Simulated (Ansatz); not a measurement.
V:
```xyz
1
Lattice="-1.4919 1.4919 1.4919 1.4919 -1.4919 1.4919 1.4919 1.4919 -1.4919" Properties=species:S:1:pos:R:3 pbc="T T T"
V      0.0000     0.0000     0.0000
```

Relaxed with r²SCAN. Special points in fractions of this cell's reciprocal vectors: Γ (0.000, 0.000, 0.000); H (0.500, -0.500, 0.500); N (0.000, 0.000, 0.500); P (0.250, 0.250, 0.250).

List the band energies nearest the Fermi level at these points for plane-wave PAW r²SCAN (Ansatz code).

In eV from the Fermi level; about four levels below and three above (degenerate sets whole), none deeper than 8.9 eV; … stands for higher levels left out; points with the same levels are listed once.

```tsv
k	below	above
Γ	-7.08	0.48 0.48 0.48
H	-3.17 -3.17	…
N	-3.38 -1.17	1.58 2.68 …
P	-1.22 -1.22 -1.22	…
```

Space group Im-3m (bcc (W type)). The cell was relaxed with r²SCAN under the symmetry of its start. The workflow began spin-polarised and lost its moments.

Potentials: the earlier of the program's two PAW sets.
